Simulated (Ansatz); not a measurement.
Input file for Ansatz (a quantum-chemistry and plane-wave program):

Ansatz 0.2 input:
```yaml
crystal:
  lattice:
    - [1.898352354, -7.4560905386, 0.0]
    - [1.898352354, 7.4560905386, 0.0]
    - [0.0, 0.0, 3.7633886151]
  atoms:
    - { symbol: Zr, position: [0.1045443838, 0.8954556162, 0.75] }
    - { symbol: Zr, position: [0.8954556162, 0.1045443838, 0.25] }
    - { symbol: Ge, position: [0.4404801249, 0.5595198751, 0.75] }
    - { symbol: Ge, position: [0.5595198751, 0.4404801249, 0.25] }
    - { symbol: Ge, position: [0.2502437993, 0.7497562007, 0.25] }
    - { symbol: Ge, position: [0.7497562007, 0.2502437993, 0.75] }
kpoints:
  mp_grid: { grid: [11, 11, 11] }
basis: { xc_grid: 2, fft_grid_basis: typed }
hamiltonian:
  xc: pbesol
  pseudopotentials: { kind: paw }
scf:
  occupations: { method: gaussian, width: 0.05 }
checkpoint: { read: metal.run }
output: { write_density: true, elf: true, volumetric_format: npy }
```

Output (shortened):

```
Pseudopotential: Zr, paw, valence charge 12
Pseudopotential: Ge, paw, valence charge 14
Functional definition: PBEsol
Crystal: 6 atoms, lattice volume = 106.536 Å³
Basis set: ecut = 420 eV, 2067 PW (Γ), exchange–correlation on 108×108×54 points (8 copies of the dense FFT grid, shifted against one another)
Bands: 48, of which v1, the nominal top of the filled ones, is band 40 counted from 1 (39 counted from 0)
Symmetry: 8 space group operations
Space group: Cmcm (ITA 63), of the structure as read, at distance tolerance 4.7e-5 Å
k-points: 216 of 1331
Stability of the state it starts from, as read at its close in the unpolarized treatment …
iter 1 solved again at ethr=8.21e-9 eV; its pass at ethr=3.10e-3 eV (dr2=6.57e-6 eV) is discarded
SCF iter   1: F=—  HF=-25275.471576 eV  |F-HF|=—  |Δ(HF+E_count)|=         —  Δρ=1.20e-7  dr2=1.86e-11  ethr=8.21e-9  ⟨swp⟩=3.3  Hψ=67956  notcnv=0
preconditioner: auto → Kerker (q_TF=auto, 2.601 Å⁻¹)
SCF iter   2: F=-25275.471576 eV  HF=-25275.471576 eV  |F-HF|=3.64e-12  |Δ(HF+E_count)|=   4.51e-9  Δρ=6.64e-8  dr2=5.56e-12  ethr=1.00e-12  ⟨swp⟩=5.7  Hψ=35114  notcnv=0
SCF 1 converged in 2 iterations: F = -25275.471576 eV  dr2 = 5.56e-12
SCF converged after 2 iterations
Free energy (F): -25275.471576 eV
Harris-Foulkes:  -25275.471576 eV  (|F-HF|=3.64e-12)
Internal energy: -25275.469719 eV  (E = F + TS)
E sigma→0 (E₀):  -25275.470648 eV
Entropy (-TS):   -0.001858 eV (-0.310 meV/atom)
Fermi energy:    14.364805 eV
--- Per-component energies (eV) ---
  E_band       = -475.130620
  E_kinetic    = 1120.632861
  E_local      = -9532.011256  (includes V_loc(G=0)·N_el)
  E_nonlocal   = 1842.033673
  E_hartree    = 4077.713056
  E_xc         = -627.291882
  E_vxc        = -648.198264  (∫ρ·V_xc dr)
  E_paw        = -13714.968351  (= ΣΔE_a)
  E_vpaw       = -1413.014871  (= ΣTr[D̂ρ^β])
  E_aug_tail   = 0.001226  (compensation charges beyond the density's cutoff)
  E_ewald      = -8445.582232
  E_core_change = 4.003186  (= ΣΔE_core)
  E_smearing   = -0.001858  (= −TS)
  E_closure    =  0.000000  (closes the sum)
  Σ components = -25275.471576   (vs F -25275.471576, Δ=0.00e0)
  [band-id]    e_kinetic+e_local+e_nonlocal+2·e_hartree+e_vxc+e_vpaw+e_augmentation_tail = -475.130518   (vs E_band -475.130620, Δ=1.02e-4)
--- Band table (eV; the first three rows and the last of 216) ---
  k-point 0: bands = ["-34.6209", "-34.6103", "-12.8347", "-12.7408", "-12.7249", "-12.7026", "-12.6984", "-12.6707", "-10.4706", "-10.4402", "-10.4116", "-10.3368", "-10.3358", "-10.3306", "-10.3215", "-10.2795", "-10.2744", "-10.2617", "-10.2438", …
  k-point 1: bands = ["-34.6201", "-34.6099", "-12.8322", "-12.7415", "-12.7264", "-12.7166", "-12.6972", "-12.6818", "-10.4678", "-10.4334", "-10.4083", "-10.3371", "-10.3331", "-10.3327", "-10.3170", "-10.2821", "-10.2759", "-10.2578", "-10.2411", …
  k-point 2: bands = ["-34.6180", "-34.6090", "-12.8267", "-12.7488", "-12.7434", "-12.7303", "-12.7097", "-12.6996", "-10.4594", "-10.4136", "-10.3989", "-10.3390", "-10.3388", "-10.3223", "-10.3061", "-10.2900", "-10.2789", "-10.2489", "-10.2349", …
  k-point 215: bands = ["-34.6093", "-34.6078", "-12.8537", "-12.8524", "-12.7467", "-12.7455", "-12.7347", "-12.7246", "-10.4056", "-10.3835", "-10.3526", "-10.3351", "-10.3253", "-10.3161", "-10.2916", "-10.2602", "-10.2469", "-10.2417", "-10.2361", …
```

Cost: roughly 40 core-seconds on shared cores.

The first step of the workflow began from a Materials Project structure, measured or hypothetical; the Crystallography Open Database files this formula in space group No. 63, but the cells were not matched. Whether it is the stable phase at ambient conditions was not checked. The cell was relaxed with PBEsol under the symmetry of its start; its stability against distortions is not shown here. No spin polarisation was allowed. Spin–orbit coupling is left out wherever it is not named.

Potentials: the later of the program's two PAW sets.

Ansatz is a plane-wave DFT program.
